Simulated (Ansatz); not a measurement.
Below is a relaxed structure of BiSb2O2. The cell was found from a structure generator's guess, not taken from experiment.

The calculation used DFT PBE, scalar-relativistic, plane waves, PAW in Ansatz 0.2.0. Cutoff 420 eV, Γ-centred mesh, Gaussian smearing, no spin polarisation.

```
Sb Bi O
1.0
     4.16666    0.00000    0.00000
     0.00000    4.16666    0.00000
     0.00000    0.00000    8.96257
Sb Bi O
2 1 2
Direct
  0.00000 0.00000 0.34989
  0.00000 0.00000 0.65011
  0.50000 0.50000 0.00000
  0.00000 0.50000 0.00000
  0.50000 0.00000 0.00000
```

Formation energies are uncorrected and refer to the elements' standard structures at the same level (O₂ as a molecule).

**Question.** What space group does it have?

**Answer.** P4/mmm (No. 123). Conventional cell: a = 4.167 Å, c = 8.963 Å. Sb has 1 Sb at 2.69 Å; Bi is surrounded by 4 O at 2.08 Å; around O lie 2 Bi at 2.08 Å.

**Question.** What is its formation energy per atom?

**Answer.** +0.21 eV/atom. A positive value: parting into the elements would lower its energy.

**Question.** Is it a metal?

**Answer.** Yes, bands cross the Fermi level on the 10×10×4 mesh.

The last run used a 10×10×4 mesh (in the run's order of axes) for its 5-atom cell and Gaussian smearing of 0.10 eV. Weakly bound directions are ill-defined at this level, which has no dispersion term. Spin–orbit coupling, which can matter for Bi and Sb, is left out. An odd number of electrons in the primitive cell allows no gap without spin; a larger cell or a magnetic state could open one. The cell is a metal run without spin; a magnetic state may lie lower. A structure relaxed within its symmetry needn't be a true minimum. Another cell of BiSb2O2 relaxed alike, in I4/mmm, lies 0.78 eV/atom lower, so this cell isn't the stable form at this level.
